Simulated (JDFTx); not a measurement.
System: Tl(1 0 -1 1) (P6_3/mmc bulk; lattice of mp-82, not re-optimised at this level), 1x1 cell of 8 atoms in 8 planes, area 22.41 Å² a face, 10.2 Å between the outermost planes in a cell 26.2 Å high; k mesh 6×6×1, Fermi width 0.01 Ha, no spin polarisation.

All numbers are PBE, GBRV ultrasoft potentials, plane waves to 20/100 Ha results from JDFTx (a modified build), not measurements. Vacuum. The outer atoms relax from bulk positions, keeping the cell's symmetry; the lattice is not PBE's own optimum in this code, and that strain can shift the moves by a few hundredths of an ångström. Input:

```
lattice \
  6.6090145379 3.3045072690 0.0000000000 \
  0.0000000000 12.1085857780 0.0000000000 \
  0.0000000000 0.0000000000 49.5108244652
coords-type Lattice
ion Tl 0.1688237510 0.9123524980 -0.1952554490 1
ion Tl 0.8257265570 0.5985468850 -0.1103617750 0
ion Tl 0.5571071190 0.1357857630 -0.0933830410 0
ion Tl 0.2140099250 0.8219801500 -0.0084893670 0
ion Tl 0.9453904860 0.3592190280 0.0084893670 0
ion Tl 0.6022932930 0.0454134150 0.0933830410 0
ion Tl 0.3336738540 0.5826522920 0.1103617750 0
ion Tl 0.9905766600 0.2688466800 0.1952554490 1
ion-species pseudo/tl_pbe_v1.2.upf
elec-cutoff 20 100
elec-ex-corr gga-PBE
coulomb-interaction Slab 001
coulomb-truncation-embed 0 0 0
kpoint-folding 6 6 1
elec-smearing Fermi 0.01
lcao-params 10
elec-n-bands 68
electronic-scf nIterations 100 energyDiffThreshold 1e-07
ionic-minimize nIterations 10 energyDiffThreshold 1e-5 knormThreshold 4e-4
dump-name vac.$VAR
dump End State Ecomponents EigStats BandEigs Forces ElecDensity IonicPositions Fillings Kpoints Dtot
```

Task: How far do the free atoms of the upper face move along the normal, and how much energy is released?

Result: Tl (atom 8) -0.07 Å (positive: outward). The free energy falls by 0.008 eV per cell, 3 mJ/m².
